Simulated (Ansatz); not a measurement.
## SrLi2Ta2O7, first-principles data

SrLi2Ta2O7:
```
SrLi2Ta2O7
1.0
   -1.97109     1.97109     9.08524
    1.97109    -1.97109     9.08524
    1.97109     1.97109    -9.08524
Li Sr Ta O
2 1 2 7
Direct
  0.75000   0.25000   0.50000
  0.25000   0.75000   0.50000
  0.00000   0.00000   0.00000
  0.61472   0.61472   0.00000
  0.38528   0.38528   0.00000
  0.50000   0.50000   0.00000
  0.10389   0.60389   0.50000
  0.89611   0.39611   0.50000
  0.60389   0.10389   0.50000
  0.39611   0.89611   0.50000
  0.28190   0.28190   0.00000
  0.71810   0.71810   0.00000
```

Space group I4/mmm (No. 139); conventional cell a = b = 3.9422 Å, c = 18.1705 Å, α = β = γ = 90.00°.

Method: DFT-PBEsol in the program Ansatz with PAW potentials. The cell and atoms are relaxed at this level. Other levels are named where they apply.

**Cell and energy**

| Item | Value |
|---|---|
| Volume per atom | 11.77 Å³ |
| Density | 6.77 g/cm³ |
| Formation energy from the elements (no fitted shifts) | -2.82 eV/atom |

**Electronic structure**

| Property | Value |
|---|---|
| Band gap | 2.18 eV (indirect) |
| Valence-band maximum | at X |
| Conduction-band minimum | at Γ |
| Smallest direct gap on the standard path | 2.58 eV |
| Electron effective mass | 0.28, 0.28, 30 mₑ (principal values) |
| Electron effective mass with spin–orbit coupling | 0.28, 0.28, 19 mₑ (principal values) |
| HSE06 gap on the PBEsol cell | 3.69 eV |
| Gap with spin–orbit coupling | 2.16 eV |

**Mechanics**

| Item | Value |
|---|---|
| Bulk modulus (Birch–Murnaghan fit) | 958 kbar |
| Pressure derivative B′ | 1.8 |

**Dielectric response**

| Property | Value |
|---|---|
| Electronic dielectric constant ε∞ (DFPT) | 4.77 (xx = yy), 4.34 (zz) |
| Born charges (a third of the trace) | Li +1.14, Sr +2.42, Ta +7.37, O -3.02 to -2.26 e |

**Charges**

| Item | Result |
|---|---|
| Bader charges | Li +0.90, Sr +1.59, Ta +2.88, O -1.34 to -1.28 e |

The workflow started from a Materials Project entry (that database holds measured and hypothetical structures alike); the Crystallography Open Database files this formula in space group No. 139, but the cells were not matched. Its standing as an ambient phase is unchecked. The cell was relaxed with PBEsol under the symmetry of its start; whether a distortion lowers the energy is not shown. No spin polarisation was allowed. The references are the lowest solids computed at this level, not always the standard phases (solids in place of the gases). Spin–orbit coupling is left out wherever it is not named.

Potentials: the later of the program's two PAW sets.
